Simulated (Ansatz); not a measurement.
Mg:
```
Mg
1.0
    3.19388     0.00000     0.00000
   -1.59694     2.76598     0.00000
    0.00000     0.00000     5.10513
Mg
2
Direct
  0.33333   0.66667   0.75000
  0.66667   0.33333   0.25000
```

Relaxed with r²SCAN.

Task: Decompose the optical modes at the zone centre into irreducible representations, and say which are infrared and Raman allowed.

Result: Point group 6/mmm: Γ_opt = B1g + E2g. Infrared: none. Raman: E2g.

Task: Assign frequencies (DFPT, DFT-r²SCAN in the program Ansatz with PAW potentials).

Result: E2g 138, B1g 269 cm⁻¹.

Subscripts of B labels follow the axes of the standard setting.

Space group P6_3/mmc (hcp (Mg type)). Symmetry was held in the r²SCAN relaxation; of distortions, only those at the zone centre were tested. As this level gives no gap, phonon frequencies hold no LO–TO term and depend on the k-mesh and smearing (Fermi–Dirac, 0.1 eV here).

Potentials: the later of the program's two PAW sets.
